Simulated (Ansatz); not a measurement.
Structure: MgBe3S4, ordered on the zincblende lattice (P-43m) with 8 atoms a cell, at its r2SCAN minimum. Space group P-43m (No. 215), cubic; a = 5.079 Å in the conventional setting, 16.38 Å³ an atom. Around Be lie 4 S at 2.15 Å; around S lie 3 Be at 2.15 Å and 1 Mg at 2.36 Å; around Mg lie 4 S at 2.36 Å.

3 runs of Ansatz on this cell differ in the functional (and in the settings that go with it). Levels are in eV from each run's valence top; v1 is the last filled band, c1 the first empty one.

Run A, mean stress +0.7 GPa (compression positive):
```tsv
point	v2	v1	c1	c2
Γ	0.00	0.00	3.23	3.23
X	-0.76	-0.76	4.27	4.93
M	-0.57	-0.57	5.46	5.46
```

Run B, mean stress 0.0 GPa (compression positive):
```tsv
point	v2	v1	c1	c2
Γ	0.00	0.00	3.68	3.68
X	-0.77	-0.77	4.83	5.45
M	-0.58	-0.58	6.05	6.05
```

Run C, mean stress -0.6 GPa (compression positive):
```tsv
point	v2	v1	c1	c2
Γ	0.00	0.00	4.20	4.20
X	-0.83	-0.83	5.36	6.00
M	-0.64	-0.64	6.63	6.63
```

Q: Match the runs to PBE, r2SCAN, HSE06.

A: A is PBE, B is r2SCAN, C is HSE06. In order of the gap: PBE 3.23, r2SCAN 3.68, HSE06 4.20 eV. The stress vanishes for r2SCAN, which relaxed the cell.

These are computed values for a spin-unpolarised cell that may be hypothetical; none is a measurement.

The program warns that its thresholds are loose for a hybrid's stress.

The meshes of the hybrids are coarse, so their gaps aren't converged to the digits shown.
